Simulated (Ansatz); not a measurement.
This run works on a proposed trial structure, not on a known crystal.

Input and command of a plane-wave DFT calculation in Ansatz:

```yaml
crystal:
  lattice:
    - [2.4946025483, -7.4903714869, 0.0]
    - [2.4946025483, 7.4903714869, 0.0]
    - [0.0, 0.0, 4.9867407879]
  atoms:
    - { symbol: Ca, position: [0.3286627102, 0.6713372898, 0.0] }
    - { symbol: Ca, position: [0.6713372898, 0.3286627102, 0.0] }
    - { symbol: Ca, position: [0.138175054, 0.861824946, 0.5] }
    - { symbol: Ca, position: [0.861824946, 0.138175054, 0.5] }
    - { symbol: Ca, position: [0.0, 0.0, 0.0] }
    - { symbol: Ge, position: [0.5, 0.5, 0.5] }
    - { symbol: "N", position: [0.1643120796, 0.8356879204, 0.0] }
    - { symbol: "N", position: [0.8356879204, 0.1643120796, 0.0] }
basis:
  ecutwfc: 420
kpoints:
  mp_grid: { grid: [8, 8, 6] }
hamiltonian:
  xc: pbe
scf:
  occupations: { method: gaussian, width: 0.1 }
output:
  forces: true
  stress: true
  eigenvalues: true
relax:
  adjacent_minimum: "off"
  f_tol: 0.01
  max_steps: 30
  cell: { stress_tol: 0.1, fix: [volume] }
```

```bash
ansatz run input.yaml --threads 1 --pin off --max-ram 2560MiB --backend cpu --events-out ev --progress --plain --runs-dir out
```

Processor: Intel(R) Xeon(R) 6975P-C (Granite Rapids), 1 thread, on a host shared with other jobs.

Task: How long does it run, and how much memory does it take?

Result: About 99 s, peak memory 0.84 GiB. It solves 45 bands at 84 k points (after reduction by symmetry) with about 3693 plane waves, in 39 SCF iterations over 5 ionic steps.
